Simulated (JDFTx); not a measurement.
Mg(0001) slab cut from bulk Mg (space group P6_3/mmc, indices of the conventional cell, lattice of the Materials Project entry mp-153, not re-optimised): 4 atoms in 4 planes, a 1x1 cell of 8.71 Å² (|a| = 3.172, |b| = 3.172 Å), 7.8 Å between the outermost planes, cell height 23.7 Å, 8×8×1 k mesh, Fermi smearing 0.01 Ha, no spin polarisation.

Profiles through the double layer of this slab, charged, in SCCS (g09 parameters), water, 1 M NaF; PBE, GBRV ultrasoft potentials, plane waves to 20/100 Ha, a modified build of JDFTx. z is the height above the outermost atoms, φ the plane-averaged electrostatic potential energy of an electron (zero in the bulk liquid), ρ_b the bound charge of solvent and ions, s the cavity shape function (0 in the solid, 1 in the liquid).

| z (Å) | n (e/Å³) | s | φ (eV) | ρ_b (10⁻³ e/Å³) |
|---|---|---|---|---|
| 0.82 | 0.0798 | 0.00 | -3.304 | 0.00 |
| 1.28 | 0.0418 | 0.00 | -1.643 | 0.00 |
| 1.73 | 0.0202 | 0.00 | -0.463 | -0.01 |
| 2.18 | 0.0086 | 0.00 | -0.053 | -0.15 |
| 2.63 | 0.0034 | 0.04 | 0.015 | 1.67 |
| 3.08 | 0.0013 | 0.68 | 0.011 | 1.46 |
| 3.53 | 0.0005 | 1.00 | 0.010 | 0.56 |
| 3.98 | 0.0002 | 1.00 | 0.009 | 0.22 |
| 4.44 | 0.0001 | 1.00 | 0.008 | 0.08 |
| 4.89 | 0.0000 | 1.00 | 0.007 | 0.03 |
| 5.34 | 0.0000 | 1.00 | 0.006 | 0.01 |
| 5.79 | 0.0000 | 1.00 | 0.005 | 0.01 |
| 6.24 | 0.0000 | 1.00 | 0.004 | 0.00 |
| 6.69 | 0.0000 | 1.00 | 0.004 | 0.00 |
| 7.14 | 0.0000 | 1.00 | 0.003 | 0.00 |
| 7.60 | 0.0000 | 1.00 | 0.003 | 0.00 |

### Question
Is the electrode positively or negatively charged, and roughly by how much?

### Answer
Negatively: σ = -2.8 μC/cm² per face. The liquid's bound charge is of the opposite sign overall, and far from the surface φ decays with the screening length (3.0 Å).
